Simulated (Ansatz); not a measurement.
Sr₂H₃NO₆:
```
Sr2H3NO6
1.0
    6.44680     0.00000     0.00000
   -3.22340     5.58309     0.00000
    0.00000     0.00000     3.46844
Sr H N O
2 3 1 6
Direct
  0.66667   0.33333   0.50000
  0.33333   0.66667   0.50000
  0.69821   0.69821   0.00000
  0.00000   0.30179   0.00000
  0.30179   0.00000   0.00000
  0.00000   0.00000   0.50000
  0.19328   0.19328   0.50000
  0.00000   0.80672   0.50000
  0.80672   0.00000   0.50000
  0.54679   0.54679   0.00000
  0.00000   0.45321   0.00000
  0.45321   0.00000   0.00000
```

Relaxed with LDA. Special points in fractions of this cell's reciprocal vectors: Γ (0.000, 0.000, 0.000); M (0.500, 0.000, 0.000); K (0.333, 0.333, 0.000); A (0.000, 0.000, 0.500); L (0.500, 0.000, 0.500); H (0.333, 0.333, 0.500).

Task: List the band energies nearest the valence-band maximum at these points for LDA in the plane-wave PAW code Ansatz.

Result: In eV from the valence-band maximum; about four levels below and three above (degenerate sets whole), none deeper than 8.9 eV; points with the same levels are listed once.

| k | below | above |
|---|---|---|
| Γ | -0.66 -0.66 -0.06 -0.06 -0.02 | 3.42 4.62 6.00 |
| M | -0.58 -0.46 -0.12 -0.01 | 3.31 5.51 6.92 |
| K | -0.67 -0.24 -0.24 0.00 | 3.30 5.62 7.07 7.07 |
| A | -0.72 -0.72 -0.70 -0.70 -0.41 | 2.69 7.80 7.80 |
| L | -0.73 -0.69 -0.53 -0.48 | 2.93 7.90 8.03 |
| H | -0.71 -0.71 -0.55 -0.55 | 2.96 7.71 8.22 |

Space group P-62m. The first step of the workflow began from a Materials Project structure, measured or hypothetical; the Crystallography Open Database files this formula in space group No. 189, but the cells were not matched. Whether it is the stable phase at ambient conditions was not checked. The cell was relaxed with LDA under the symmetry of its start. At this level the phase is dynamically unstable (imaginary phonons). Spin–orbit coupling is left out wherever it is not named.

Potentials: the later of the program's two PAW sets.
